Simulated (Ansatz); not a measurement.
An ordered 4-atom cell of LuGaN2 on the rocksalt lattice (R-3m), relaxed with r2SCAN: 3 runs in Ansatz, each a calculation of independent-particle optics. Space group R-3m (No. 166), trigonal; conventional cell a = 3.218 Å, c = 15.201 Å, 11.36 Å³ an atom. Around Ga lie 6 N at 2.20 Å; around Lu lie 6 N at 2.30 Å; around N lie 3 Ga at 2.20 Å and 3 Lu at 2.30 Å. No spin polarisation. The prototype was imposed, so other structures may be more stable.

```yaml
crystal:
  lattice:
    - [1.60905, 0.92899, 5.06700]
    - [-1.60905, 0.92899, 5.06700]
    - [0.00000, -1.85797, 5.06700]
  atoms:
    - { symbol: Ga, position: [0.00000, 0.00000, 0.00000] }
    - { symbol: Lu, position: [0.50000, 0.50000, 0.50000] }
    - { symbol: N, position: [0.25638, 0.25638, 0.25638] }
    - { symbol: N, position: [0.74362, 0.74362, 0.74362] }
```

On meshes this coarse, single peaks can be features of the mesh. No local fields, no excitons; the zone sum runs over the cells of the mesh, and ε∞ includes the bands left out of the spectrum. Up to four peaks are listed, those above 15 % of the tallest and inside the complete range; the four can differ from row to row.

| functional | k mesh | broadening (eV) | scissors (eV) | range (eV) | direct gap on the mesh before scissors (eV) | ε∞ xx | ε∞ yy | ε∞ zz | complete up to (eV) | tallest peaks of mean ε₂ (eV) |
| --- | --- | --- | --- | --- | --- | --- | --- | --- | --- | --- |
| PBE | 8×8×8 | 0.1 | 0.00 | 0–13 | 1.76 | 9.38 | 9.38 | 8.94 | 13.0 | 3.75 4.20 4.75 7.40 |
| r2SCAN | 8×8×8 | 0.1 | 0.00 | 0–13 | 2.27 | 8.14 | 8.14 | 7.66 | 13.0 | 4.20 4.70 8.15 8.55 |
| PBE | 8×8×8 | 0.1 | 1.32 (to HSE06) | 0–13 | 1.76 | 7.80 | 7.80 | 7.41 | 13.0 | 5.05 5.55 6.05 8.70 |

The fundamental gap is indirect (1.48 eV with PBE on 8×8×8); the table holds the direct one.

Spin-orbit coupling is left out.
